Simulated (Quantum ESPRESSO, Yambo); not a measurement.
CdI₂ (CdI2 type, space group P-3m1, No. 164). Cell and atoms were relaxed with PBE+D3(BJ) from Materials Project entry mp-567259, within its symmetry. Chain: norm-conserving PBEsol (Quantum ESPRESSO, 102 Ry, with spin-orbit coupling); G0W0 in Yambo (3×3×2 Γ-centred k mesh, bands 9 to 244 and a 6 Ry block in the screening, 244 bands in G with the Bruneval-Gonze terminator, plasmon pole fitted at 27.2 eV); BSE (6×6×2 mesh, 12 valence and 10 conduction bands, static screening with 120 bands and a 4 Ry block, scissor 1.25 eV, Tamm-Dancoff).

| Property | Value |
|---|---|
| PBEsol gap (dense path) | 1.93 eV |
| PBEsol gap A → Γ on the GW mesh | 1.99 eV |
| PBEsol smallest direct gap on the GW mesh, at Γ | 2.15 eV |
| G0W0 direct gap at that point | 3.40 eV |
| G0W0 correction to the gap A → Γ | 1.27 eV |
| lowest exciton | no binding energy given (see below) |

Rough cost of the Yambo steps against G0W0 for 11 states: BSE within a factor of two.

Nearest settings tried, and what they do to the gap: 96 bands in W, 96 bands in G: +118 meV; 5 Ry block (147 vectors against 197): -18 meV. Not varied: mesh. So the settings aren't converged at that level. The k mesh is coarse. The mesh misses a band edge: along a dense path the PBEsol gap is 1.93 eV against 1.99 eV on the mesh. The BSE states are vertical excitations (zero momentum); the indirect quasiparticle gap, about 3.20 eV, is smaller than the direct one (3.40 eV on the GW mesh). The lowest state covers only about 1 of the 72 k points, so the mesh doesn't resolve it: its energy and its distance from the direct gap are mesh artefacts. An extended exciton needs a far denser mesh. Axes are Cartesian, with cell vectors (Å) (4.24, 0.00, 0.00), (-2.12, 3.67, 0.00), (0.00, 0.00, 6.82).
